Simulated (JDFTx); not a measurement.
System: Pt(110) (Fm-3m bulk; lattice of mp-126, not re-optimised at this level), 1x1 cell of 8 atoms in 8 planes, area 10.99 Å² a face, 9.6 Å between the outermost planes in a cell 25.8 Å high; k mesh 8×6×1, Fermi width 0.01 Ha, no spin polarisation.

Computed with JDFTx (a modified build): PBE, GBRV ultrasoft potentials, plane waves to 20/100 Ha. Liquid: linear PCM (GLSSA13), water, 0.5 M NaCl. The neutral cell holds 128 valence electrons and has two faces of 10.994 Å² each. Last filling lines of the neutral and of a charged run (μ in hartree, zero in the bulk liquid):

```
FillingsUpdate:  mu: -0.184712534  nElectrons: 128.000000
FillingsUpdate:  mu: -0.218291000  nElectrons: 127.784744
```

Working it through: both potentials, by the convention U = −μ/e − 4.44 V vs SHE, the surface charge density and the mean capacitance.

U_pzc = 0.18471 × 27.2114 − 4.44 = 0.59 V; U = 0.21829 × 27.2114 − 4.44 = 1.50 V. The cell has -0.2153 excess electrons, a net charge of 0.2153 e, shared by two faces: σ = 0.2153 e / (2 × 10.994 Å²) = 0.00979 e/Å² = 15.7 μC/cm² (1 e/Å² = 1602.18 μC/cm²). C = σ/(U − U_pzc) = 15.7/0.91 ≈ 17 μF/cm².
